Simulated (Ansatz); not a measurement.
Cu3Au (Cu3Au type)

```xyz
4
Lattice="3.7805 0.0000 0.0000 0.0000 3.7805 0.0000 0.0000 0.0000 3.7805" Properties=species:S:1:pos:R:3 pbc="T T T"
Cu     0.0000     1.8903     1.8903
Cu     1.8903     0.0000     1.8903
Cu     1.8903     1.8903     0.0000
Au     0.0000     0.0000     0.0000
```

The volume is varied about the relaxed value V₀ at fixed cell shape. Symmetry pins the atoms to their sites.

Method: PBE (plane waves to 420 eV, PAW, scalar-relativistic; Ansatz, an electronic-structure program). k mesh 12×12×12 (Γ-centred), Fermi-Dirac smearing 0.05 eV. Energies are smeared free energies. Stress and pressure are positive under compression. Cu3Au is run without spin polarisation. Cu3Au was relaxed with its symmetry unable to fall. Spin-orbit coupling is left out, though Au is heavy. The zero of ΔE is the relaxed starting cell.

**Question.** Estimate the ΔE (meV/atom) and P (GPa) for V/V₀ = 0.900, 0.967, 1.033, 1.050, 1.067.

**Answer.** 
| V/V₀ | ΔE (meV/atom) | P (GPa) |
|---|---|---|
| 0.900 | 75 | 19.7 |
| 0.967 | 7 | 5.3 |
| 1.033 | 6 | -4.3 |
| 1.050 | 14 | -6.1 |
| 1.067 | 23 | -7.7 |

(Under strain, the slope of the energy per volume gives the stress and its curvature an elastic modulus.)
